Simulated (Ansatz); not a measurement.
Values for one crystal, relaxed and computed with DFT-PBEsol in the program Ansatz with PAW potentials; other levels are named.

| Item | Result |
|---|---|
| Volume per atom | 10.08 Å³ |
| Electronic character | metallic (no gap) |
| Bulk modulus (Birch–Murnaghan fit) | 224 GPa |
| Gap with spin–orbit coupling | none (metallic) |
| Density of states at the Fermi level | 0.16 states/eV per atom (mean over ±0.08 eV) |
| Formation energy from the elements (no fitted shifts) | -0.88 eV/atom |
| Pressure derivative B′ | 4.6 |

Problem. Which compound is it?
A. CdO, rock salt
B. ZrN, rock salt
C. TiB2, P6/mmm (Ti on 1a, B on 2d)
D. CoPdO2, R-3m (Pd on 3a, Co on 3b, O on 6c)

Solution. D, CoPdO2, R-3m (Pd on 3a, Co on 3b, O on 6c)

The cell was relaxed with PBEsol under the symmetry of its start. The workflow began spin-polarised and lost its moments. No Hubbard U is applied. The compound may be a true metal, but semilocal functionals without U, or a wrong spin order, can also close a gap. The references are the lowest solids computed at this level, not always the standard phases (solids in place of the gases). Scalar-relativistic: spin–orbit coupling is off unless named, which matters more the heavier the elements.

Potentials: the later of the program's two PAW sets.
